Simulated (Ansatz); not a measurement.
La:
```
La
1.0
    3.58412     0.00000     0.00000
   -1.79206     3.10393     0.00000
    0.00000     0.00000    11.56011
La
4
Direct
  0.00000   0.00000   0.00000
  0.00000   0.00000   0.50000
  0.33333   0.66667   0.25000
  0.66667   0.33333   0.75000
```

Relaxed with LDA. Special points in fractions of this cell's reciprocal vectors: Γ (0.000, 0.000, 0.000); M (0.500, 0.000, 0.000); K (0.333, 0.333, 0.000); A (0.000, 0.000, 0.500); L (0.500, 0.000, 0.500); H (0.333, 0.333, 0.500).

Problem. List the band energies nearest the Fermi level at these points for LDA (plane waves, PAW; program Ansatz).

Solution. In eV from the Fermi level; about four levels below and three above (degenerate sets whole), none deeper than 8.9 eV; points with the same levels are listed once.

```csv
k,below,above
Γ,-3.11 -1.97 -1.76 -1.74,0.59 0.76 1.21 1.22
M,-1.31 -0.89 -0.32 -0.26,0.45 1.13 1.19
K,-1.19 -1.19 -0.87 -0.63 -0.63,0.26 0.43 0.43
A,-2.57 -2.57 -1.83 -1.83,0.69 0.69 1.29 1.29
L,-1.57 -1.57 -1.34 -1.34,0.59 0.59 1.35 1.35
H,-1.43 -1.43 -0.42 -0.42,0.04 0.04 0.15 0.15
```

Space group P6_3/mmc (dhcp (α-La type)). The LDA relaxation kept the symmetry of its start. Scalar-relativistic: spin–orbit coupling is off unless named, which matters more the heavier the elements.

Potentials: the later of the program's two PAW sets.
